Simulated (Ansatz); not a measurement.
Relaxed LiF (rock salt):

```
LiF
1.0
    0.00000     4.06787     4.06787
    2.03393     2.03393     4.06787
    2.03393     2.03393     0.00000
F Li
2 2
Cartesian
  0.00000   0.00000   0.00000
  2.03393   4.06787   2.03393
  2.03393   2.03393   2.03393
  2.03393   4.06787   4.06787
```

A phonon eigenvector at X = (0.5, 0.5, 0.0) is frozen into this cell: atom i moves by Q times the vector below, so Q is the largest atomic displacement, in Å. The cell is held. It is one choice among 2 degenerate patterns. (q is in reciprocal vectors of the primitive cell; the cell shown is doubled to hold the pattern.)

```
atom      x       y      z
----  -----  ------  -----
F1    0.000   0.153  0.000
F2    0.000  -0.153  0.000
Li3   0.000   1.000  0.000
Li4   0.000  -1.000  0.000
```

Method: PBE (plane waves to 420 eV, PAW, scalar-relativistic; Ansatz, a program for electronic structure). k mesh 14×14×14 (Γ-centred), Fermi-Dirac smearing 0.05 eV. The energy includes the smearing's −TS. LiF was relaxed with its symmetry unable to fall. ΔE is measured from the undisplaced structure.

| Q (Å) | ΔE (meV/cell) |
|---|---|
| -0.180 | withheld |
| -0.150 | 64.4 |
| -0.120 | 39.6 |
| -0.090 | 21.6 |
| -0.060 | 9.4 |
| -0.030 | 2.3 |
| 0.000 | 0.0 |
| 0.030 | 2.3 |
| 0.060 | 9.4 |
| 0.090 | 21.6 |
| 0.120 | 39.6 |
| 0.150 | 64.4 |
| 0.180 | withheld |

Task: Fit an even polynomial form (powers 2, 4) to the given rows and predict ΔE at Q = -0.180.

Result: Least squares on the 11 given rows: ΔE = (2555)·Q² + (13630)·Q⁴, in meV/cell with Q in Å; root-mean-square residual 0.02 meV/cell. At -0.180 the fit gives 97.1 meV/cell; the calculation gives 97.2 meV/cell, so the extrapolation is off by -0.1 (-0.1 %). The quadratic term alone would give 82.8 meV/cell.

(For displaced atoms, the force is minus the slope of the energy, and its curvature is a force constant, which sets phonon frequencies.)
